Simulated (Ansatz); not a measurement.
The relaxed structure here is a generated cell of WSe2: the first start was made by placing the elements on the sites of a structure type, and the end was not matched to a known phase here, so it may be hypothetical. Known forms of WSe2 include space group No. 194.

A relaxed structure of WSe2. Space group Pa-3 (No. 205). All values below come from PBE (plane waves to 420 eV, PAW, scalar-relativistic; Ansatz, a first-principles code).

```cif
data_Se8W4
_chemical_formula_sum 'W4 Se8'
_space_group_name_H-M_alt 'P 1'
_space_group_IT_number 1
_cell_length_a 6.26580
_cell_length_b 6.26580
_cell_length_c 6.26580
_cell_angle_alpha 90.000
_cell_angle_beta 90.000
_cell_angle_gamma 90.000
loop_
_space_group_symop_operation_xyz
  'x, y, z'
loop_
_atom_site_label
_atom_site_type_symbol
_atom_site_fract_x
_atom_site_fract_y
_atom_site_fract_z
_atom_site_occupancy
W1 W 0.00000 0.00000 0.00000 1
W2 W 0.50000 0.50000 0.00000 1
W3 W 0.00000 0.50000 0.50000 1
W4 W 0.50000 0.00000 0.50000 1
Se1 Se 0.36123 0.36123 0.36123 1
Se2 Se 0.86123 0.13877 0.63877 1
Se3 Se 0.63877 0.86123 0.13877 1
Se4 Se 0.13877 0.63877 0.86123 1
Se5 Se 0.63877 0.63877 0.63877 1
Se6 Se 0.13877 0.86123 0.36123 1
Se7 Se 0.36123 0.13877 0.86123 1
Se8 Se 0.86123 0.36123 0.13877 1
```

Q: Give the magnetic moment at the level PBE.

A: Net 0.51 μB/atom, ferromagnetic.

Spin state reached: ferromagnetic (net 0.51 μB/atom); other spin orders were not run from this start.

The run could not lose the symmetry of its start: the end is stationary, and may be a saddle point rather than a minimum.
